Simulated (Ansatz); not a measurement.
Data:

GaPt$_{3}$N:
```
GaPt3N
1.0
    4.17140     0.00000     0.00000
    0.00000     4.17140     0.00000
    0.00000     0.00000     4.17140
Ga Pt N
1 3 1
Direct
  0.00000   0.00000   0.00000
  0.00000   0.50000   0.50000
  0.50000   0.00000   0.50000
  0.50000   0.50000   0.00000
  0.50000   0.50000   0.50000
```

This is the r²SCAN-relaxed structure.

### Question
All from the program Ansatz at the r²SCAN level (PAW), unless another level is named. Predict the electronic character.

### Answer
metallic (no gap).

### Question
Predict the density of states at the Fermi level.

### Answer
0.78 states/eV per atom (mean over ±0.08 eV).

### Question
Give the formation energy from the elements (no fitted shifts).

### Answer
0.48 eV/atom.

### Question
What about the gap with spin–orbit coupling?

### Answer
none (metallic).

Space group Pm-3m (anti-perovskite). The start of the workflow was typed in or built on a structure type; neither database checked (COD, Materials Project) lists it. Whether it is the stable phase at ambient conditions was not checked. The r²SCAN relaxation kept the symmetry of its start; whether a distortion lowers the energy is not shown. No spin polarisation was allowed. The volume moved by 21 % from the start of the relaxation. Its formation energy is positive at this level, so the cell may be metastable or incomplete. The references are the lowest solids computed at this level, not always the standard phases (solids in place of the gases). Scalar-relativistic: spin–orbit coupling is off unless named, which matters more the heavier the elements.

Potentials: the earlier of the program's two PAW sets.
